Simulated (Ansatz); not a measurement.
Relaxed-ion elastic tensor of InP (zinc blende, F-43m) in GPa (Voigt order), LDA in the plane-wave PAW code Ansatz; density 4.90 g/cm³, 24.72 Å³ per atom.

|  | 1 | 2 | 3 | 4 | 5 | 6 |
|---|---|---|---|---|---|---|
| 1 | 101 | 56.6 | 56.6 | 0.0 | 0.0 | 0.0 |
| 2 | 56.6 | 101 | 56.6 | 0.0 | 0.0 | 0.0 |
| 3 | 56.6 | 56.6 | 101 | 0.0 | 0.0 | 0.0 |
| 4 | 0.0 | 0.0 | 0.0 | 45.5 | 0.0 | 0.0 |
| 5 | 0.0 | 0.0 | 0.0 | 0.0 | 45.5 | 0.0 |
| 6 | 0.0 | 0.0 | 0.0 | 0.0 | 0.0 | 45.5 |

Problem. Is the crystal mechanically stable?

Solution. Yes: the smallest eigenvalue of C is 44.1 GPa.

Problem. Work out the Voigt, Reuss and Hill averages.

Solution. K_V = 71.3, K_R = 71.3, K_H = 71.3; G_V = 36.1, G_R = 31.9, G_H = 34.0 GPa.

Problem. Give Young's modulus, Poisson's ratio, Pugh's ratio and the universal anisotropy index.

Solution. E = 9KG/(3K + G) = 88.0 GPa; ν = 0.29; K/G = 2.10 (ductile by the Pugh limit of 1.75); A_U = 5G_V/G_R + K_V/K_R − 6 = 0.66.

Problem. Estimate the sound speeds and the Debye temperature.

Solution. v_l = √((K + 4G/3)/ρ) = 4880 m/s, v_t = √(G/ρ) = 2640 m/s, mean 2940 m/s; Θ = (h/k)(3n/4πV)^(1/3) v_m = 301 K.

Problem. Give the Zener ratio and Young's modulus along [100], [110] and [111].

Solution. A = 2C44/(C11 − C12) = 2.06; 1/E = S11 − 2(S11 − S12 − S44/2)Γ with Γ = 0, 1/4, 1/3 gives 60.0, 92.3, 112 GPa.

Problem. Solve the Christoffel equation for the three sound speeds along [100], [110], [111].

Solution. Eigenvalues of C_ijkl n_j n_l equal ρv² (piezoelectric stiffening left out). In km/s, slowest first: [100] 3.05, 3.05, 4.54; [110] 2.12, 3.05, 5.04; [111] 2.47, 2.47, 5.19.

Symmetry was held in the LDA relaxation.

Potentials: the earlier of the program's two PAW sets. The files were generated under PBE; for other functionals the program regenerates the frozen cores, and for LDA and PBEsol the local potential too.
